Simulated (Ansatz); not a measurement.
The start is a generated cell, TaSi2 built in the AlB2 structure type. Cell shape, volume and atoms are optimised at zero target pressure with r2SCAN (plane waves to 500 eV, PAW, scalar-relativistic; Ansatz, a first-principles code). The first steps use a coarse 6×6×5 k-mesh.

Input geometry:
```yaml
crystal:
  lattice:
    - [4.20402, 0.00000, 0.00000]
    - [-2.10201, 3.64079, 0.00000]
    - [0.00000, 0.00000, 4.55195]
  atoms:
    - { symbol: Ta, position: [0.00000, 0.00000, 0.00000] }
    - { symbol: Si, position: [0.33333, 0.66667, 0.50000] }
    - { symbol: Si, position: [0.66667, 0.33333, 0.50000] }
```

Q: What pressure does the first self-consistent step give?

A: -23 GPa (negative: the cell is under tension).

Q: By how much does the energy per atom fall from start to end?

A: 1.48 to 1.50 eV/atom (the two k-meshes of the run give this range).

Q: How does the volume per atom move from start to end?

A: -37.6 %, from 23.22 to 14.49 Å³/atom.

Q: How do the shortest distances between atoms change?

A: The closest pairs of elements (up to four, under 3.6 Å), start → end: Si–Si 2.43 → 2.52 Å; Ta–Ta 4.20 → 2.63 Å; Si–Ta 3.33 → 2.84 Å.

Q: What band gap does the relaxed structure have at this level?

A: No gap (metallic).

Q: What does it relax into? Give the structure.

A: 
```cif
data_Si2Ta
_chemical_formula_sum 'Ta1 Si2'
_space_group_name_H-M_alt 'P6/mmm'
_space_group_IT_number 191
_space_group_name_Hall '-P 6 2'
_cell_length_a 4.36971
_cell_length_b 4.36971
_cell_length_c 2.62837
_cell_angle_alpha 90.000
_cell_angle_beta 90.000
_cell_angle_gamma 120.000
loop_
_atom_site_label
_atom_site_type_symbol
_atom_site_symmetry_multiplicity
_atom_site_Wyckoff_symbol
_atom_site_fract_x
_atom_site_fract_y
_atom_site_fract_z
_atom_site_occupancy
Ta1 Ta 1 a 0.00000 0.00000 0.00000 1
Si1 Si 2 d 0.33333 0.66667 0.50000 1
```

The space group stays P6/mmm (No. 191) (the run could not lower it), with 3 atoms in the primitive cell. Final values are on a 12×12×18 k-mesh of the relaxed cell. No spin polarisation in the result. The relaxed primitive cell holds an odd number of electrons. A magnetic state may lie lower.

The run could not lower the symmetry of its start; a shaken copy of this end point relaxes with r2SCAN to I4/mmm (No. 139), 0.45 eV/atom lower.

The relaxed structure here is a generated cell of TaSi2: the first start was made by placing the elements on the sites of a structure type, and the end was not matched to a known phase here, so it may be hypothetical. Known forms of TaSi2 include space group No. 181.
